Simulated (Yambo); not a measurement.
Rb2TlGaF6 (space group Fm-3m, No. 225), G0W0@LDA in Yambo (2×2×2 mesh, plasmon pole; 7 Ry block, no terminator). The number N of bands in W and G is varied.

| N | x = 1/N | gap X → L (eV) | shift of the valence edge (eV) |
|---|---|---|---|
| 116 | 0.00862 | 7.170 | -1.033 |
| 165 | 0.00606 | 7.106 | -1.169 |
| 226 | 0.00442 | 7.086 | -1.288 |
| 289 | 0.00346 | ? | ? |

Basis-set arguments suggest E = E∞ + A x. Fix A and E∞ from the two rows above the withheld one, predict the row at 289 bands, and test the form.

Gap: A = (7.086 − (7.106))/(0.00442 − 0.00606) = 12.2, E∞ = 7.032 eV, so 7.074 eV is predicted; the run gave 7.069 eV (miss 5 meV). The first two rows have slope 25.0, so the form doesn't hold yet over the whole range. Shift: A = (-1.288 − (-1.169))/(0.00442 − 0.00606) = 72.6, E∞ = -1.609 eV, so -1.358 eV is predicted; the run gave -1.362 eV (miss 4 meV). The first two rows have slope 53.1, so the form doesn't hold yet over the whole range. The other settings are held fixed.

The standard potentials for Ga, Tl keep a d shell in the valence without the s and p states of that shell. In tests on such compounds this moved G0W0 gaps by up to about 0.9 eV, so absolute quasiparticle energies here are unreliable; differences between settings are what counts.

Spin-orbit coupling is not included.

Geometry of the Materials Project entry, not relaxed at this level; primitive cell a = 6.499 Å, b = 6.499 Å, c = 6.499 Å, α = 60.00°, β = 60.00°, γ = 60.00°.

The structure is a Materials Project entry; no match was found in the copy of COD used, and its stability was not checked.

A shift is the quasiparticle energy of the state minus its LDA energy.
